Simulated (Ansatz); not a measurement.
LiNbO$_{3}$ in space group R-3 (No. 148; Li on 6c, Nb on 6c, O on 18f) at seven volumes, plane-wave PAW r²SCAN (Ansatz code), shape and atoms relaxed at each. One row is withheld.

| V (Å³/atom) | P (GPa) |
|---|---|
| 10.132 | 10.04 |
| 10.466 | 6.06 |
| 10.800 | 2.75 |
| 11.134 | 0.00 |
| 11.468 | -2.27 |
| 11.802 | -4.14 |
| 12.136 | ? |

### Question
Fit the shown pressures and predict the withheld one.

### Answer
Third-order Birch–Murnaghan: P = (3/2)B₀(x^(7/2) − x^(5/2))[1 + (3/4)(B′ − 4)(x − 1)] with x = (V₀/V)^(2/3). Least squares on the six rows gives V₀ = 11.135 Å³/atom, B₀ = 83.01 GPa, B′ = 5.26. At V = 12.136, x = 0.9442 and P = -5.70 GPa. The run itself gave -5.70 GPa.

The first step of the workflow began from a Materials Project structure, measured or hypothetical; the Crystallography Open Database files this formula in space group No. 148, but the cells were not matched. It is not the phase usual at ambient conditions (space group No. 161). Symmetry was held in the r²SCAN relaxation; whether a distortion lowers the energy is not shown. No spin polarisation was allowed.

Potentials: the earlier of the program's two PAW sets. The files were generated under PBE; for other functionals the program regenerates the frozen cores, and for LDA and PBEsol the local potential too.
